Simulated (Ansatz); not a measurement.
Mg:
```xyz
2
Lattice="3.1893 0.0000 0.0000 -1.5946 2.7620 0.0000 0.0000 0.0000 5.1086" Properties=species:S:1:pos:R:3 pbc="T T T"
Mg     0.0000     1.8413     3.8314
Mg     1.5946     0.9207     1.2771
```

Relaxed with PBEsol. Special points in fractions of this cell's reciprocal vectors: Γ (0.000, 0.000, 0.000); M (0.500, 0.000, 0.000); K (0.333, 0.333, 0.000); A (0.000, 0.000, 0.500); L (0.500, 0.000, 0.500); H (0.333, 0.333, 0.500).

### Question
List the band energies nearest the Fermi level at these points for DFT-PBEsol in the program Ansatz with PAW potentials.

### Answer
In eV from the Fermi level; about four levels below and three above (degenerate sets whole), none deeper than 8.9 eV; … stands for higher levels left out; points with the same levels are listed once.

```tsv
k	below	above
Γ	-7.01 -1.64 -1.11	10.91 10.91 11.03 11.03
M	-2.21 -2.19	2.71 3.06 3.42
K	-0.68 -0.65 -0.65	4.18 4.18 4.46
A	-5.58 -5.58	5.30 5.30 …
L	-1.13 -1.13 -0.46 -0.46	8.04 8.04 …
H	–	0.17 0.17 0.65 0.65
```

Space group P6_3/mmc (hcp (Mg type)). The cell was relaxed with PBEsol under the symmetry of its start.

Potentials: the later of the program's two PAW sets.
